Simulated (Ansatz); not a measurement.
BaTiO3 (tetragonal-perovskite type, space group P4mm)

```
CELL_PARAMETERS angstrom
      3.97275     0.00000     0.00000
      0.00000     3.97275     0.00000
      0.00000     0.00000     4.11229
ATOMIC_POSITIONS crystal
  Ti 0.50000 0.50000 0.45228
  Ba 0.00000 0.00000 0.93419
  O  0.50000 0.50000 0.89527
  O  0.50000 0.00000 0.41213
  O  0.00000 0.50000 0.41213
```

In each cell atom 5 (O, nearest neighbour Ti at 1.993 Å; its periodic images, 4.0 Å or more away, move with it) moves by s·(0.577, 0.577, 0.577) (along Cartesian [111]), the rest being held.

Computed with r2SCAN (plane waves to 500 eV, PAW, scalar-relativistic; Ansatz, a first-principles code). k mesh 7×7×7 (Γ-centred), Fermi-Dirac smearing 0.05 eV. F∥ is the force on the atom along that direction. BaTiO3 is run without spin polarisation. BaTiO3 was relaxed with its symmetry unable to fall. The PAW data are Ansatz's earlier set. 

| s (Å) | F∥ (eV/Å) |
|---|---|
| -0.400 | 2.863 |
| -0.320 | 2.172 |
| -0.240 | 1.551 |
| -0.160 | 0.994 |
| -0.080 | 0.484 |
| 0.000 | 0.000 |
| 0.080 | -0.486 |
| 0.160 | -1.002 |
| 0.240 | -1.572 |
| 0.320 | -2.210 |
| 0.400 | -2.927 |

What is the force constant k = d²E/ds² of this move at s = 0?

6.01 eV/Å². The forces along the line at the two nearest points give (0.484 − (-0.486)) / (2·0.080) = 6.06 eV/Å²; the next pair corrects for the finite step.

(For displaced atoms, the force is minus the slope of the energy, and its curvature is a force constant, which sets phonon frequencies.)
